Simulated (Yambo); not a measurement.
# Bethe-Salpeter results for Mg$_{2}$RuH$_{6}$

```
Mg2RuH6
1.0
    0.00000     3.29756     3.29756
    3.29756     0.00000     3.29756
    3.29756     3.29756     0.00000
H Mg Ru
6 2 1
Direct
  0.74696   0.74696   0.25304
  0.25304   0.25304   0.74696
  0.25304   0.74696   0.74696
  0.74696   0.25304   0.25304
  0.74696   0.25304   0.74696
  0.25304   0.74696   0.25304
  0.75000   0.75000   0.75000
  0.25000   0.25000   0.25000
  0.00000   0.00000   0.00000
```

The geometry is that of Materials Project entry mp-697030, symmetrised and not relaxed again.

BSE in Yambo on PBEsol (Quantum ESPRESSO, PseudoDojo norm-conserving, 84 Ry, without SOC) bands: 8×8×8 mesh, 6 valence and 4 conduction bands, static screening with 47 bands and a 3 Ry block, scissor 1.23 eV, Tamm-Dancoff; field along x.

```csv
state,energy (eV),states within 2 meV,relative strength,class,main transitions
1,3.75,3,< 0.01,dark,several band pairs
2,3.93,3,< 0.01,dark,several band pairs
3,4.05,6,1.00,dark,several band pairs
4,4.05,3,< 0.01,dark,several band pairs
5,4.06,3,< 0.01,dark,several band pairs
6,4.13,3,< 0.01,dark,several band pairs
```

These are vertical excitations (zero momentum). The direct quasiparticle gap on this mesh is 4.23 eV; counted from there, state 1 is bound by 0.48 eV. On a 4×4×4 mesh the same difference is 0.57 eV, so it isn't converged.

Spin singlets only. Strengths are relative to the strongest of the lowest states of this run; strong means a line over 3 % of the spectrum's maximum, dark under 0.03 %. Absolute energies carry the error of the G0W0 scissor, whose convergence isn't established.

Spin-orbit splittings are left out.

The structure is a Materials Project entry; no match was found in the copy of COD used, and its stability was not checked.
